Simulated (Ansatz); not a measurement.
## WC: energy along a strain

WC, P-6m2, a = 2.901 Å, c = 2.829 Å (as given, not relaxed at this level: -0.7 GPa). Ansatz: PBEsol, PAW, 420 eV, Γ-centred 18×18×16 mesh on 2 atoms, Gaussian smearing 0.15 eV; no spin polarisation. Cell vectors (Å): 2.901 0.000 0.000; -1.450 2.512 0.000; 0.000 0.000 2.829. The cell is strained by x per cent times the pattern (1 -1 0 0 0 0) in the order xx yy zz yz xz xy (engineering shears), with fractional coordinates held. y is the free energy over the start, V0 = 10.306 Å³/atom.

| x (%) | y (meV/atom) |
| --- | --- |
| -2.00 | ? |
| -1.50 | 7.52 |
| -1.00 | 3.33 |
| -0.50 | 0.83 |
| 0.00 | 0.00 |
| 0.50 | 0.83 |
| 1.00 | 3.29 |
| 1.50 | 7.35 |
| 1.75 | 9.97 |
| 2.00 | 12.96 |

Fit y = c1 x + c2 x² + c3 x³ to the other rows, get the stiffness along the pattern, and predict the missing energy.

Least squares on the rows shown. y = 0.02033 x + 3.304 x² − 0.03610 x³. The clamped-ion stiffness p·C·p = 2 × 33.04 eV × 160.2 / 10.306 Å³ = 1027 GPa (second derivative at the start, which stands under stress). At x = -2.00 the fit asked for gives 13.46 meV/atom. The run gave 13.46 meV/atom, the same to the digits shown.

Spin–orbit coupling is left out, which can shift energies with elements as heavy as these.